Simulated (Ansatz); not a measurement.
A geometry of Cr away from equilibrium: step 3 of the relaxation of a relaxed Cr cell, doubled along one cell vector, shaken by Gaussian noise of σ = 0.08 Å a coordinate. Calculation: r2SCAN (plane waves to 500 eV, PAW, scalar-relativistic; Ansatz, a program for electronic structure). Γ-centred k-mesh 16×8×16 on the run's cell (coarser than for final values), Fermi–Dirac smearing 0.05 eV.

```
CELL_PARAMETERS angstrom
     -1.39451     1.40471     1.39884
      2.87688    -2.80151     2.87763
      1.39920     1.40544    -1.39488
ATOMIC_POSITIONS crystal
  Cr 0.02084 0.01595 0.02809
  Cr 0.02031 0.51980 0.02396
```

Problem. Which atoms carry the largest force, and which way does it point?

Solution. 0.20 eV/Å, on Cr1, Cr2 (atoms numbered as listed); on Cr1 its components are (0.10, -0.06, 0.17).

Problem. What is the pressure?

Solution. +0.5 GPa, compression positive.

Problem. How far above the relaxed end point is this geometry?

Solution. 0.01 eV/atom; the path ends in Im-3m (No. 229) (bcc (W type)).

No spin polarisation in the result. A magnetic state may lie lower.

The run could not lose the symmetry of its start.
